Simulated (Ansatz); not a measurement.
LaN:
```xyz
8
Lattice="10.6054 0.0000 0.0000 0.0000 3.7555 0.0000 0.0000 0.0000 3.7539" Properties=species:S:1:pos:R:3 pbc="T T T"
La     1.3213     0.9389     0.9704
La     3.9815     2.8166     2.8474
La     9.2842     2.8166     2.7835
La     6.6240     0.9389     0.9065
N      9.2993     0.9389     1.0123
N      6.6089     2.8166     2.8892
N      1.3062     2.8166     2.7417
N      3.9965     0.9389     0.8647
```

Relaxed with r²SCAN. Special points in fractions of this cell's reciprocal vectors: Γ (0.000, 0.000, 0.000); X (0.500, 0.000, 0.000); S (0.500, 0.500, 0.000); Y (0.000, 0.500, 0.000); Z (0.000, 0.000, 0.500); U (0.500, 0.000, 0.500); R (0.500, 0.500, 0.500); T (0.000, 0.500, 0.500).

Q: List the band energies nearest the valence-band maximum at these points for r²SCAN in the plane-wave PAW code Ansatz.

A: In eV from the valence-band maximum; about four levels below and three above (degenerate sets whole), none deeper than 8.9 eV; points with the same levels are listed once.

```tsv
k	below	above
Γ	-0.49 -0.34 -0.21 0.00	0.46 1.27 1.32
X	-0.45 -0.45 -0.33 -0.33	0.67 0.67 2.25 2.25
S	-1.55 -1.55 -1.55 -1.55	3.38 3.38 3.38 3.38
Y	-1.91 -1.91 -0.75 -0.75	3.02 3.02 3.72 3.72
Z	-1.95 -1.95 -0.74 -0.74	3.00 3.00 3.73 3.73
U	-1.56 -1.56 -1.53 -1.53	3.26 3.26 3.49 3.49
R	-0.15 -0.15 -0.15 -0.15	1.28 1.28 1.28 1.28
T	-0.18 -0.18 -0.02 -0.02	0.27 0.27 2.87 2.87
```

Space group Pnma. The start of the workflow was typed in or built on a structure type; neither database checked (COD, Materials Project) lists it. COD files the formula under space group No. 225, so this cell is another polymorph or a model. Whether it is the stable phase at ambient conditions was not checked. The cell was relaxed with r²SCAN under the symmetry of its start; its stability against distortions is not shown here. Scalar-relativistic: spin–orbit coupling is off unless named, which matters more the heavier the elements.

Potentials: the later of the program's two PAW sets.
